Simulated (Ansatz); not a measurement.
**YbSi₂: reading a single point**

```
Yb Si
1.0
     3.94498    0.00000    0.00000
     1.97249   -7.74680    0.00000
     0.00000    0.00000   -3.89196
Yb Si
2 4
Direct
  0.10600 0.78800 0.75000
  0.89400 0.21200 0.25000
  0.75000 0.50000 0.75000
  0.25000 0.50000 0.25000
  0.35500 0.29000 0.75000
  0.64500 0.71000 0.25000
```

The numbers come from plane-wave PAW DFT (Ansatz): r2SCAN, no spin polarisation, 500 eV, 5×5×5 Γ-centred k points, fermi-dirac occupations (width 0.0217 eV). Nothing was relaxed.

Task: Is there a gap?

Result: It is a metal, with about 5.8 states/eV a cell as the mean within 0.25 eV of the Fermi level, mostly Si p (31 %), Yb d (31 %) and Yb f (22 %).

Task: Where is the largest force?

Result: The largest is on Yb1 (and as large on other atoms): 0.59 eV/Å, components (0.00, -0.59, 0.00). It makes 102° with the line to a nearest neighbour, Si6 at 2.84 Å.

Task: What does the stress say?

Result: The pressure is 2.6 GPa (compression positive), so with the atoms held at these fractions the cell would first expand. The principal stresses 0.6, 3.2, 4.1 GPa differ, so its shape would change too.

Task: Give the Bader charges.

Result: Bader charges in e: Yb +1.13, Si -0.75 to -0.38. In the mean Yb gives up most and Si takes most.

Task: Is it stable against the elements?

Result: 0.04 eV an atom against the elements' usual phases (free molecules for gases, crystals otherwise, with no correction for O₂ or N₂), too near zero to call. Relaxing would lower it.

Origin: a known structure type with other elements, at an estimated volume, so it need not be a known compound. Caveats: no spin polarisation, so a magnetic state may lie lower; the k mesh is coarse if the cell is a metal; f levels without a U or exact exchange are poorly placed.
